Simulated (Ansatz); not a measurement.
# All-electron DFT: SeF

This is SeF placed on the sites of a simple cubic array of dimers (box 2.5 bond lengths wide) (a generated, not necessarily known, phase), then sheared and rattled, one atom being moved towards a neighbour.

Ansatz, full-potential LAPW; functional PBE; scalar-relativistic, point nucleus. Coarse mesh: 2×2×2 (half-step shift), σ = 0.15 eV (Fermi–Dirac). For a metal, stress, forces and moments on so few k-points can be far from the converged ones. Spin-restricted. The cell's electron count is odd, so a run with spin could end lower.

```
CELL_PARAMETERS angstrom
4.47129 0.00551 0.05863
0.00551 4.61392 0.13963
0.05863 0.13963 4.38855
ATOMIC_POSITIONS crystal
Se 0.63707 0.70141 0.59996
F 0.85564 0.92324 0.82812
```

| atom | Fx (eV/Å) | Fy (eV/Å) | Fz (eV/Å) |
| --- | --- | --- | --- |
| Se1 | 0.183 | 0.175 | 0.208 |
| F2 | -0.183 | -0.175 | -0.208 |

Stress xx yy zz yz xz xy in GPa, positive in compression: -0.26 -0.27 -0.15 -0.42 -0.44 -0.40.

- All-electron free energy E − TS (its zero hangs on the relativistic scheme and nucleus): -68842.442 eV
- Pressure: -0.23 GPa
- Largest force: 0.328 eV/Å
